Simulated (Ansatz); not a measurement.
Cold compression of SnTe (rocksalt type)

```yaml
crystal:
  lattice:
    - [0.00000, 3.14334, 3.14334]
    - [3.14334, 0.00000, 3.14334]
    - [3.14334, 3.14334, 0.00000]
  atoms:
    - { symbol: Sn, position: [0.00000, 0.00000, 0.00000] }
    - { symbol: Te, position: [0.50000, 0.50000, 0.50000] }
```

The cell comes from a relaxation on PAW files under the same functional, begun from a prototype that needn't be the stable phase.

Its volume is scaled at fixed shape and fractional positions.

Computed with Ansatz 0.2.0; functional PBEsol, scalar-relativistic. Settings: a Γ-centred 11×11×11 k mesh, Fermi–Dirac smearing of 0.08 eV, no spin polarisation. Methods: LAPW: all electrons, basis error target 1 meV/atom; PAW: frozen-core files, cutoff 420 eV; crystal datasets: all electrons, by PAW datasets that the program makes for each cell; norm-conserving: pseudopotentials, cutoff 1120 eV; PAW (partial waves polarizable): frozen-core files, cutoff 420 eV.

Energies are extrapolated to zero smearing and count from the unscaled cell; pressure is positive in compression; gaps take the mesh and a band path. No temperature or zero-point motion is included.

Spin–orbit coupling is left out, which matters for the heavy atoms. The PAW files were made under PBE.

```json
{"V/V0": "1.00", "V (Å³/atom)": "31.06", "P LAPW (GPa)": "0.05", "ΔE LAPW (eV/atom)": "0.000", "P PAW − LAPW (GPa)": "-0.01", "ΔE PAW − LAPW (meV/atom)": "0.0", "gap (eV)": "0.08"}
{"V/V0": "0.94", "V (Å³/atom)": "29.19", "P LAPW (GPa)": "3.40", "ΔE LAPW (eV/atom)": "0.019", "P PAW − LAPW (GPa)": "-0.01", "ΔE PAW − LAPW (meV/atom)": "-0.1", "gap (eV)": "–"}
{"V/V0": "0.88", "V (Å³/atom)": "27.33", "P LAPW (GPa)": "8.04", "ΔE LAPW (eV/atom)": "0.085", "P PAW − LAPW (GPa)": "-0.01", "ΔE PAW − LAPW (meV/atom)": "-0.2", "gap (eV)": "–"}
{"V/V0": "0.80", "V (Å³/atom)": "24.85", "P LAPW (GPa)": "?", "ΔE LAPW (eV/atom)": "?", "P PAW − LAPW (GPa)": "?", "ΔE PAW − LAPW (meV/atom)": "?", "gap (eV)": "?"}
{"V/V0": "0.72", "V (Å³/atom)": "22.36", "P LAPW (GPa)": "31.8", "ΔE LAPW (eV/atom)": "0.647", "P PAW − LAPW (GPa)": "0.00", "ΔE PAW − LAPW (meV/atom)": "-0.4", "gap (eV)": "0.00"}
{"V/V0": "0.64", "V (Å³/atom)": "19.88", "P LAPW (GPa)": "56.3", "ΔE LAPW (eV/atom)": "1.313", "P PAW − LAPW (GPa)": "0.00", "ΔE PAW − LAPW (meV/atom)": "-0.3", "gap (eV)": "0.00"}
{"V/V0": "0.55", "V (Å³/atom)": "17.08", "P LAPW (GPa)": "107.9", "ΔE LAPW (eV/atom)": "2.693", "P PAW − LAPW (GPa)": "0.02", "ΔE PAW − LAPW (meV/atom)": "-0.1", "gap (eV)": "0.00"}
```

Fit the Vinet equation to the LAPW pressures shown (residuals weighted by 1/(|P| + 0.03·Pmax)), and predict the pressure of the withheld row.

The fit gives V0 = 31.11 Å³/atom, B0 = 44.9 GPa and B0′ = 4.94. At 24.85 Å³/atom, x = (V/V0)^(1/3) = 0.9278, and P = 3·B0·(1 − x)/x²·exp[1.5·(B0′ − 1)·(1 − x)] = 17.28 GPa. The run itself gave 17.13 GPa (+0.9 % off) and ΔE = 0.276 eV/atom.

At the smallest volume, how far do crystal datasets and norm-conserving and PAW (partial waves polarizable) lie from LAPW in pressure?

crystal datasets: 0.00 GPa; norm-conserving: -0.28 GPa; PAW (partial waves polarizable): +0.02 GPa, on a LAPW pressure of 107.9 GPa.

How do the Löwdin populations by LAPW change from the unscaled cell to the last row?

Sn 5s 1.87 → 1.52, Sn 5p 2.05 → 2.77, Te 5s 1.79 → 1.58, Te 5p 4.24 → 4.02 electrons an atom. These are projections on the shells that the free atoms fill; 0.06 e a cell lies outside them at the start and 0.18 e at the end.
